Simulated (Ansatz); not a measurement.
**As: from a starting cell to a relaxed one**

The start is a randomly generated symmetric cell of As (space group No. 31). The structure is fully relaxed (lattice and positions, P = 0) with PBE (plane waves to 420 eV, PAW, scalar-relativistic; Ansatz, a first-principles code). The first steps use a coarse 4×5×7 k-mesh.

Input geometry:
```yaml
crystal:
  lattice:
    - [6.53041, 0.00000, 0.00000]
    - [0.00000, 4.57233, 0.00000]
    - [0.00000, 0.00000, 3.21493]
  atoms:
    - { symbol: As, position: [0.00000, 0.29892, 0.89821] }
    - { symbol: As, position: [0.50000, 0.70108, 0.39821] }
    - { symbol: As, position: [0.00000, 0.55858, 0.43556] }
    - { symbol: As, position: [0.50000, 0.44142, 0.93556] }
```

| Quantity | Value |
|---|---|
| Initial pressure | +42 GPa (positive: the cell is compressed) |
| Largest initial force | about 12.9 eV/Å, on As1, As2 (atoms numbered as listed) |
| Outcome | The space group goes from Pmn2₁ (No. 31) to Pmma (No. 51), with 2 atoms in the primitive cell |
| Energy released | 1.77 to 1.80 eV/atom (the two k-meshes of the run give this range) |
| Volume change | -5.0 %, from 24.00 to 22.80 Å³/atom |
| Shortest distances (start → end) | The closest pairs of elements (up to four, under 3.6 Å), start → end: As–As 1.90 → 2.50 Å |
| Band gap at the end | zero (metallic) |
| Optimiser moves | 26 |

Relaxed structure:

Space group Pmma (No. 51); a = 3.7042 Å, b = 2.8456 Å, c = 4.3270 Å, α = β = γ = 90.00°

| atom | site | symmetry | x | y | z |
|---|---|---|---|---|---|
| As | 2e | mm2 | 0.2500 | 0.0000 | 0.3068 |

Final values are on a 13×16×11 k-mesh of the relaxed cell. No spin polarisation in the result.

The run could not lose the symmetry of its start, so the end can be a saddle point.

The relaxed structure here is a generated cell of As: the first start was made by a random draw of sites in a space group, and the end was not matched to a known phase here, so it may be hypothetical. Known forms of As include space group No. 166.
